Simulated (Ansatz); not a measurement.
Data sheet: Re₇B₃ (DFT)

Re7B3:
```
Re7B3
1.0
    7.50132     0.00000     0.00000
   -3.75066     6.49633     0.00000
    0.00000     0.00000     4.88726
Re B
14 6
Cartesian
  0.00000   4.33089   0.41917
  3.75066   2.16544   2.86280
  2.36958   5.69897   1.23310
  3.75066   4.90160   3.67673
 -2.36958   5.69897   1.23310
  1.38108   0.79736   3.67673
  0.00000   1.59473   1.23310
  6.12024   0.79736   3.67673
  5.11186   2.95134   0.24000
  0.00000   5.90267   2.68363
  2.38945   2.95134   0.24000
 -1.36121   3.54499   2.68363
  3.75066   0.59366   0.24000
  1.36121   3.54499   2.68363
  2.13462   1.23242   1.66483
  0.00000   2.46485   4.10846
  5.36670   1.23242   1.66483
  1.61604   5.26391   4.10846
  3.75066   4.03149   1.66483
 -1.61604   5.26391   4.10846
```

Space group P6_3mc (No. 186); conventional cell a = b = 7.501 Å, c = 4.887 Å, α = β = 90.00°, γ = 120.00°.

Method: plane-wave PAW r²SCAN (Ansatz code). Structure relaxed to zero pressure with the same functional. Other levels are named where they apply.

### Cell and energy

```json
{
  "volume_per_atom": "11.91 Å³",
  "density": "18.63 g/cm³",
  "Formation energy from the elements (no fitted shifts)": "-0.24 eV/atom"
}
```

### Electronic structure

```json
{
 "electronic_character": "metallic (no gap)",
 "Density of states at the Fermi level": "0.48 states/eV per atom (mean over ±0.08 eV)",
 "Gap with spin–orbit coupling": "none (metallic)"
}
```

### Mechanics

```json
{
 "Bulk modulus (Birch–Murnaghan fit)": "386 GPa",
 "Pressure derivative B′": "4.4",
 "Elastic constants (relaxed ions, GPa)": "C11 = 618, C12 = 282, C13 = 275, C33 = 589, C44 = 139",
 "mechanical_stability": "stable (all eigenvalues of C positive)",
 "hill_bulk_and_shear_moduli": "387 and 155 GPa",
 "Young's modulus": "410 GPa",
 "Poisson's ratio": "0.32",
 "debye_temperature_from_the_elastic_constants": "421 K"
}
```

### Charges

```json
{
  "bader_charges": "Re +0.18 to +0.25, B -0.55 e"
}
```

The first step of the workflow began from a Materials Project structure, measured or hypothetical; the Crystallography Open Database copy checked does not list it. Its standing as an ambient phase is unchecked. Symmetry was held in the r²SCAN relaxation; its stability against distortions is not shown here. No spin polarisation was allowed. As this level gives no gap, shear constants depend on the k-mesh and smearing (Fermi–Dirac, 0.1 eV here). The references are the lowest solids computed at this level, not always the standard phases. Spin–orbit coupling is left out wherever it is not named.

Potentials: the later of the program's two PAW sets.
